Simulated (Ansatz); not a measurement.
# All-electron card of BaAg2As2

```xyz
5
Lattice="-2.3013 2.3013 5.4336 2.3013 -2.3013 5.4336 2.3013 2.3013 -5.4336" Properties=species:S:1:pos:R:3 pbc="T T T"
Ba    0.0000    0.0000    0.0000
Ag    0.0000    2.3013    2.7168
Ag    2.3013    0.0000    2.7168
As    0.0000    0.0000    4.1752
As    0.0000    0.0000    6.6920
```

Atom numbers follow the list: Ba1, Ag2, Ag3, As4, As5.

Conventional cell: a = 4.603 Å, b = 4.603 Å, c = 10.867 Å, α = 90.00°, β = 90.00°, γ = 90.00°. Around Ba (atom 1) lie 8 As at 3.49 Å and 8 Ag at 3.56 Å. Ag (atom 2) has 4 As at 2.72 Å as nearest neighbours. Around As (atom 4) lie 1 As at 2.52 Å and 4 Ag at 2.72 Å.

Structure: COD 1562922, as refined from experiment and not relaxed.

Spin–orbit coupling is left out, though it moves levels of the heavy atoms by tenths of an eV or more.

All numbers are computed: DFT, PBE, all-electron LAPW, scalar-relativistic (Ansatz 0.2.0); DFT, PBE, PAW with Ansatz's default frozen-core files, scalar-relativistic (Ansatz 0.2.0).

For LAPW: a Γ-centred 8×8×11 k mesh, Fermi–Dirac smearing of 0.05 eV, basis error target 1 meV/atom, no spin polarisation; this mesh doesn't keep the crystal's whole symmetry, which leaves small spurious terms. PAW takes a cutoff of 420 eV at this cell. The Ansatz runs share mesh, smearing and spin set-up. Values come from LAPW unless marked.

```json
{
 "Löwdin charges (with 0.68 e of the cell spilling out of the atomic basis, so their sizes and signs hang on that basis)": "Ba1 1.62, Ag2 0.43, As4 -0.90 e",
 "Volume per atom": "23.02 Å³"
}
```

Question: Predict this quantity. Stress xx, yy, zz (compression positive).

Answer: 1.91, 1.91, 4.14 GPa.

Question: Give the computed value. Pressure at this cell.

Answer: 2.65 GPa.

Question: Bader charges (from the PAW run): what does the calculation give?

Answer: Ba1 +1.27, Ag2 -0.08, As4 -0.56 e.

Question: Predict this quantity. Band gap.

Answer: none: bands cross the Fermi level, a metal.

Question: Predict this quantity. Largest force.

Answer: 0.235 eV/Å on As4.

Question: Predict this quantity. Density of states at the Fermi level (0.2 eV bin).

Answer: 1.32 states/eV per cell.
